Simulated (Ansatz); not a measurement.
# Cs (Im-3m): electronic heat capacity and spin susceptibility from the density of states

Computed with Ansatz 0.2.0, DFT PBEsol, scalar-relativistic, plane waves, PAW.

Cutoff 420 eV; k points 10×10×10 on the computed 1-atom cell (Γ-centred); Gaussian smearing, width 0.10 eV; no spin polarisation.

Relaxed cell: Im-3m, a = 6.010 Å, b = 6.010 Å, c = 6.010 Å, α = 90.00°, β = 90.00°, γ = 90.00°, 1 atom in the primitive cell.

The density of states at the Fermi level is 1.485 states/eV in the cell of 1 atom (1 formula unit; both spins, tetrahedra on a 15×15×15 mesh). Averaged over bins of 0.1 eV the density runs from 1.0 to 1.5 states/eV within 0.2 eV of the Fermi level, so the figure hangs on the exact place of that level.

What Sommerfeld coefficient and Pauli susceptibility does this give?

Per formula unit N(E_F) = 1.485 states/eV. γ = (π²/3) k_B² N(E_F) N_A = 2.357 mJ/(mol K²) per state/eV, so γ = 3.5 mJ/(mol K²), a mole of formula units. χ_P = μ_B² N(E_F) N_A = 3.23×10⁻⁵ emu/mol per state/eV gives 4.8×10⁻⁵ emu/mol. This is the bare band result: a measured γ of the same phase is as a rule larger by a factor 1 + λ from phonons and spin fluctuations, the spin part of χ is larger by the Stoner factor, and a measured χ also holds orbital and core terms. N(E_F) at one energy is sensitive to the mesh where the density of states has sharp peaks.

Spin-orbit coupling is left out, which matters for the bands of heavy elements.

Cost: 1 run of about 0.23 core-minutes, on Arm Neoverse V1 (shared hosts).